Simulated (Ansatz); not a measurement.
AlRu:
```xyz
2
Lattice="0.0000 2.4649 2.4649 2.4649 0.0000 2.4649 2.4649 2.4649 0.0000" Properties=species:S:1:pos:R:3 pbc="T T T"
Ru     0.0000     0.0000     0.0000
Al     2.4649     2.4649     2.4649
```

Relaxed with PBEsol. Special points in fractions of this cell's reciprocal vectors: Γ (0.000, 0.000, 0.000); X (0.500, 0.000, 0.500); U (0.625, 0.250, 0.625); K (0.375, 0.375, 0.750); L (0.500, 0.500, 0.500); W (0.500, 0.250, 0.750).

Problem. List the band energies nearest the Fermi level at these points for PBEsol with spin–orbit coupling in the plane-wave PAW code Ansatz.

Solution. In eV from the Fermi level; about four levels below and three above (degenerate sets whole), none deeper than 8.9 eV; points with the same levels are listed once.

```tsv
k	below	above
Γ	-1.70 -1.70 -1.70 -1.70	6.60 6.60 6.80 6.80 6.80 6.80
X	-2.51 -2.51 -0.98 -0.98	0.03 0.03 0.20 0.20
U	-1.89 -1.89 -0.18 -0.18	0.44 0.44 1.38 1.38
L	-0.35 -0.35 -0.28 -0.28	1.38 1.38 7.41 7.41
W	-3.26 -3.26 -2.45 -2.45	0.11 0.11 1.32 1.32
```

Space group Fm-3m (rock salt). The start of the workflow was typed in or built on a structure type; neither database checked (COD, Materials Project) lists it. COD files the formula under space group No. 221. Its standing as an ambient phase is unchecked. Symmetry was held in the PBEsol relaxation. At this level the phase is mechanically unstable. No spin polarisation was allowed. Its formation energy is positive at this level, so the cell may be metastable or incomplete.

Potentials: the earlier of the program's two PAW sets. The files were generated under PBE; for other functionals the program regenerates the frozen cores, and for LDA and PBEsol the local potential too.
